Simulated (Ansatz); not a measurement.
Free-standing chains of the atoms of NiO, named by their start (strip: triangular double chain, ladder: square double chain); atoms and period are relaxed, and energies count from relaxed bulk NiO (Fm-3m, 9.18 Å³/atom, gap on the mesh 0.82 eV).

Theory: DFT r2SCAN, scalar-relativistic, plane waves, PAW in Ansatz 0.2.0.

Plane waves to 500 eV, a k mesh through Γ of 1×1×17 on the computed 2-atom cell and Gaussian smearing (0.05 eV); collinear spin from starting moments 1.84 0.5 μB.

Start (dimerised chain):

```yaml
crystal:
  lattice:
    - [9.00000, 0.00000, 0.00000]
    - [0.00000, 9.30000, 0.00000]
    - [0.00000, 0.00000, 3.76958]
  atoms:
    - { symbol: Ni, position: [0.50000, 0.50000, 0.00000] }
    - { symbol: O, position: [0.50000, 0.50000, 0.46500] }
```

Task: Give the relaxed structure and its energy.

Result: The free energy falls by 305 meV/atom.

```
excess energy (eV per host atom)                      : 1.073
period (Å)                                            : 3.435
gap on the mesh (eV)                                  : 0.53
highest filled level or Fermi level under vacuum (eV) : 6.23
size of the moment (μB per cell)                      : 2.00
```

Relaxed structure:
```
CELL_PARAMETERS angstrom
9.00000 0.00000 0.00000
0.00000 9.30000 0.00000
0.00000 0.00000 3.43496
ATOMIC_POSITIONS crystal
Ni 0.50000 0.50000 0.98250
O 0.50000 0.50000 0.48250
```

An odd mesh misses points on the zone edge, so a gap read on it can be too wide. The cell holds one magnetic atom, so it can only be ferromagnetic; an antiferromagnetic order may lie lower.

Each run keeps its start's symmetry and one magnetic start, so lower states can exist.

Time: 3 min on 2 threads of Arm Neoverse V1, with other jobs on the host, peak memory 1.2 GiB.